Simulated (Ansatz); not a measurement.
The elements of this relaxed trial crystal are hidden behind letters.

```
lattice vectors (Å)
   2.6233    0.0000    0.0000
  -1.3117    2.2719    0.0000
   0.0000    0.0000    6.4420
fractional positions
X 0.0000 0.0000 0.0000
Z 0.3333 0.6667 0.6599
Z 0.6667 0.3333 0.3401
Q 0.6667 0.3333 0.8088
Q 0.3333 0.6667 0.1912
Q 0.0000 0.0000 0.5000
```

These are results of DFT PBE, scalar-relativistic, plane waves, PAW (Ansatz), not measurements. Settings of the last relaxation (6-atom cell): 420 eV, 12×12×4 k points, Gaussian smearing of 0.02 eV, no spin polarisation.

| Property | Result |
| --- | --- |
| Space group | P-3m1 (No. 164) |
| Conventional cell | a = 2.623 Å, c = 6.442 Å |
| Volume per atom | 6.40 Å³ |
| Density | 3.92 g/cm³ |
| Formation energy | +0.163 eV/atom |
| Gap on the 12×12×4 mesh of the 6-atom cell | 1.71 eV |

Energies are uncorrected and count from the elements' standard states at the same level.

Q: X is a p-block element of period 3, Z is a p-block element of period 2 and Q is a p-block element of period 2. Which elements are they?

A: X = Al, Z = B, Q = N, so the formula is AlB2N3. Density times volume gives a mean mass of 3.92 × 6.40/1.6605 = 15.1 u per atom, and this set has 15.1 u. Among the elements that the hints allow, noble gases aside, only these give it. Al is surrounded by 6 N at 1.95 Å; B has 6 N at 1.79–1.83 Å; N on a site of symmetry 3m is surrounded by 3 B at 1.79 Å and 3 Al at 1.95 Å; 1 more site not described.

Kohn–Sham gaps at this level usually fall short of measured ones. Symmetry constrained the relaxation, so the result can be a saddle point. Another cell of AlB2N3 relaxed alike, in P-1, lies 1.22 eV/atom lower, so this cell isn't the stable form at this level.
